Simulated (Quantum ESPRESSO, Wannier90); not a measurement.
CsPbCl3 (cubic perovskite), plane waves to Wannier functions

```yaml
crystal:
  lattice:
    - [5.67984, 0.00000, 0.00000]
    - [0.00000, 5.67984, 0.00000]
    - [0.00000, 0.00000, 5.67984]
  atoms:
    - { symbol: Cs, position: [0.00000, 0.00000, 0.00000] }
    - { symbol: Pb, position: [0.50000, 0.50000, 0.50000] }
    - { symbol: Cl, position: [0.00000, 0.50000, 0.50000] }
    - { symbol: Cl, position: [0.50000, 0.00000, 0.50000] }
    - { symbol: Cl, position: [0.50000, 0.50000, 0.00000] }
```

Cell from Materials Project (mp-23037), symmetrised, no further relaxation. COD (Crystallography Open Database) records the formula in this space group. Ideal cubic forms of this type are often high-temperature phases that distort on cooling; symmetry holds the cell here, and its stability was not tested. Method: PBEsol plane waves in Quantum ESPRESSO 7.5 (PseudoDojo norm-conserving files, 50 Ry, no spin polarisation, no spin-orbit coupling), Bloch states on a 6×6×6 mesh through Γ, Wannier90 4.0.1. Density: 6×6×6 mesh, cold smearing 0.01 Ry. Spin-orbit coupling is left out although heavy elements are present.

The lattice is scaled uniformly with fixed fractional positions, and at each scale an atom-like model (Cs s, Pb p, Cl sp; disentangled, num_iter = 0) is made. Listed is the largest hopping of each kind of orbital pair shown, with the distance of the two functions' centres at scale 1; the mesh was not varied.

```json
[
 {"scale": "0.970", "gap (eV)": "1.556", "modulus of t, Cl3 px–Pb2 px at 2.84 Å (eV)": "1.998", "modulus of t, Cl3 s–Pb2 px at 2.84 Å (eV)": "1.112", "modulus of t, Cl3 s–Cs1 s at 4.02 Å (eV)": "0.276"},
 {"scale": "0.985", "gap (eV)": "1.780", "modulus of t, Cl3 px–Pb2 px at 2.84 Å (eV)": "1.907", "modulus of t, Cl3 s–Pb2 px at 2.84 Å (eV)": "1.018", "modulus of t, Cl3 s–Cs1 s at 4.02 Å (eV)": "0.270"},
 {"scale": "1.000", "gap (eV)": "1.974", "modulus of t, Cl3 px–Pb2 px at 2.84 Å (eV)": "1.819", "modulus of t, Cl3 s–Pb2 px at 2.84 Å (eV)": "0.932", "modulus of t, Cl3 s–Cs1 s at 4.02 Å (eV)": "0.263"},
 {"scale": "1.015", "gap (eV)": "2.140", "modulus of t, Cl3 px–Pb2 px at 2.84 Å (eV)": "1.735", "modulus of t, Cl3 s–Pb2 px at 2.84 Å (eV)": "0.851", "modulus of t, Cl3 s–Cs1 s at 4.02 Å (eV)": "0.258"},
 {"scale": "1.030", "gap (eV)": "2.279", "modulus of t, Cl3 px–Pb2 px at 2.84 Å (eV)": "1.653", "modulus of t, Cl3 s–Pb2 px at 2.84 Å (eV)": "0.776", "modulus of t, Cl3 s–Cs1 s at 4.02 Å (eV)": "0.252"}
]
```

### Question
With |t| ∝ d^(−η), find η for each hopping from the ends of the series, and the volume deformation potential of the gap at scale 1.

### Answer
- Cl3 px–Pb2 px at 2.84 Å: η = −ln(1.653/1.998)/ln(1.030/0.970) = 3.2
- Cl3 s–Pb2 px at 2.84 Å: η = −ln(0.776/1.112)/ln(1.030/0.970) = 6.0
- Cl3 s–Cs1 s at 4.02 Å: η = −ln(0.252/0.276)/ln(1.030/0.970) = 1.5
Harrison's rules would take η = 2.0, 2.0, 2.0 for these pairs; they describe atomic orbitals, while these are orthogonalised and change shape with the volume.
Volume deformation potential of the gap: dE_g/d ln V = (2.140 − 1.780)/(3 ln(1.015/0.985)) = 4.0 eV.
